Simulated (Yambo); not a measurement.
A G0W0@PBEsol run in Yambo for RbCl (rock salt, space group Fm-3m, No. 225) (4×4×4 Γ-centred k mesh, 196 bands and a 7 Ry block in the screening, 196 bands in G with the Bruneval-Gonze terminator, plasmon pole fitted at 27.2 eV) gives these matrix elements, in eV, at the band edges (Γ → Γ):

```tsv
state	E0	<Vxc>	<Σx>	<Σc(E0)>	Z
valence edge	0.000	-13.902	-18.536	1.930	0.815
conduction edge	4.854	-6.865	-3.122	-2.888	0.879
```

Task: Solve the linearised quasiparticle equation for both states, give the gap, and say how exchange and correlation each act on it.

Result: E = E0 + Z(Σx + Σc − Vxc). Valence: 0.000 + 0.815 × (-18.536 + (1.930) − (-13.902)) = -2.20 eV. Conduction: 4.854 + 0.879 × (-3.122 + (-2.888) − (-6.865)) = 5.61 eV. The gap is 7.81 eV, against 4.85 eV in PBEsol. Replacing Vxc by bare exchange alone would open it by 8.38 eV; correlation takes back 4.82 eV of that, and Z scales what is left. Nearest settings tried, and what they do to the gap: 124 bands in W, 124 bands in G: -46 meV; 6 Ry block (137 vectors against 181): -46 meV. Not varied: mesh. So the settings aren't converged at that level. 

Geometry relaxed with PBEsol; primitive cell a = b = c = 4.625 Å, α = β = γ = 60.00°.
